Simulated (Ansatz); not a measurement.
## Notes on GeOs

```
CELL_PARAMETERS angstrom
1.86118 3.22365 0.00000
-1.86118 3.22365 0.00000
0.00000 0.00000 5.10678
ATOMIC_POSITIONS crystal
Ge 0.33330 0.33340 0.25000
Ge 0.66660 0.66670 0.75000
Os 0.00000 0.00000 0.00000
Os 0.00000 0.00000 0.50000
```

Single point in Ansatz 0.2.0 with r2SCAN, no spin polarisation. Cutoff 500 eV, PAW datasets, 10×10×7 Γ-centred k mesh, fermi-dirac filling (width 0.1 eV).

Problem. What does the stress say?

Solution. The pressure is 18.0 GPa (compression positive), so with the atoms held at these fractions the cell would first expand. The principal stresses 15.6, 19.2, 19.2 GPa differ, so its shape would change too.

Problem. What do density and ELF say about some of the short contacts?

Solution. Ge–Os at 2.50 Å: least valence density 0.51 e/Å³ and ELF 0.46 there. Os–Os at 2.55 Å: least valence density 0.60 e/Å³ and ELF 0.36 there. These are pseudo-fields; inside the PAW spheres they differ from the all-electron ones.

Problem. Which element gives electrons and which takes them?

Solution. Bader charges in e: Ge +0.39, Os -0.39. In the mean Ge gives up most and Os takes most.

Problem. What is the formation energy?

Solution. 0.38 eV an atom against the elements' usual phases (free molecules for gases, crystals otherwise, with no correction for O₂ or N₂), so at this geometry it isn't bound against them. Relaxing would lower it.

Problem. What happens at the Fermi level?

Solution. It is a metal, with about 2.2 states/eV a cell as the mean within 0.25 eV of the Fermi level, mostly Os d (77 %) and Ge p (14 %).

Origin: a known structure type with other elements, at an estimated volume, so it need not be a known compound. Caveats: atoms or cell far from equilibrium.
